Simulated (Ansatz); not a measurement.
The cell below belongs to a search over invented structures; it isn't taken from experiment.

Input and command of a plane-wave DFT calculation in Ansatz:

```yaml
crystal:
  lattice:
    - [3.4118202135, -1.1561464785, 0.0]
    - [3.4118202135, 1.1561464785, 0.0]
    - [-1.2800475592, 0.0, 11.1937513553]
  atoms:
    - { symbol: C, position: [0.4176323498, 0.4176323498, 0.6747116632] }
    - { symbol: C, position: [0.6795479956, 0.6795479956, 0.1357282646] }
    - { symbol: C, position: [0.9678659321, 0.9678659321, 0.7505054247] }
    - { symbol: C, position: [0.6346401102, 0.6346401102, 0.249479183] }
    - { symbol: C, position: [0.453445199, 0.453445199, 0.8276372657] }
    - { symbol: C, position: [0.589194442, 0.589194442, 0.3631287735] }
    - { symbol: O, position: [0.2045156394, 0.2045156394, 0.0722390291] }
    - { symbol: O, position: [0.064112622, 0.064112622, 0.4265703961] }
basis:
  ecutwfc: 420
kpoints:
  mp_grid: { grid: [16, 16, 4] }
hamiltonian:
  xc: pbe
  dispersion: d3bj
scf:
  occupations: { method: gaussian, width: 0.1 }
output:
  forces: true
  stress: true
  eigenvalues: true
relax:
  adjacent_minimum: "off"
  f_tol: 0.01
  max_steps: 80
  cell: { stress_tol: 0.05 }
```

```bash
ansatz run input.yaml --threads 1 --pin off --max-ram 2560MiB --backend cpu --events-out ev --progress --plain --runs-dir out
```

Processor: Arm Neoverse V2, 1 thread, on a host shared with other jobs.

Q: How long does it run, and how much memory does it take?

A: About 11 min, peak memory 0.76 GiB. It solves 26 bands at 282 k points (after reduction by symmetry) with about 1675 plane waves (on the last cell), in 77 SCF iterations over 13 ionic steps.
